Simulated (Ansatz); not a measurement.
The start is a generated trial cell of Fe in the AFLOW prototype A_tI2_139_a (A6, as in In). The cell and all atomic positions are relaxed at zero pressure with PBE (plane waves to 420 eV, PAW, scalar-relativistic; Ansatz, a quantum-chemistry and plane-wave program). The first steps use a coarse 16×16×16 k-mesh.

Starting cell:
```
CELL_PARAMETERS angstrom
     -1.40072     1.40072     1.50610
      1.40072    -1.40072     1.50610
      1.40072     1.40072    -1.50610
ATOMIC_POSITIONS crystal
  Fe 0.00000 0.00000 0.00000
```
Spin-polarised start, with parallel moments on Fe.

Problem. What symmetry does the relaxed structure have?

Solution. The space group goes from I4/mmm (No. 139) to Im-3m (No. 229); the end is bcc (W type), with 1 atom in the primitive magnetic cell.

Problem. By how much does the energy per atom fall from start to end?

Solution. 0.02 eV/atom.

Problem. How does the volume per atom move from start to end?

Solution. -4.0 %, from 11.82 to 11.35 Å³/atom.

Problem. Is the relaxed structure metallic? Give its gap.

Solution. Zero (metallic).

Problem. What magnetic moments remain?

Solution. Net 2.17 μB/atom, ferromagnetic.

Problem. Write out the relaxed structure.

Solution. 
Space group Im-3m (No. 229); a = 2.832 Å, b = 2.832 Å, c = 2.832 Å, α = 90.00°, β = 90.00°, γ = 90.00°

```tsv
atom	site	symmetry	x	y	z
Fe	2a	m-3m	0.0000	0.0000	0.0000
```
(The calculation used a cell of 1 atom; values per cell refer to that cell.)

Final values are on a 23×23×23 k-mesh of the relaxed cell. Spin state reached: ferromagnetic (net 2.17 μB/atom), from parallel starting moments; other spin orders were not run from this start.

The run could not lose the symmetry of its start; a randomly shaken copy of 2 atoms returns to this structure.
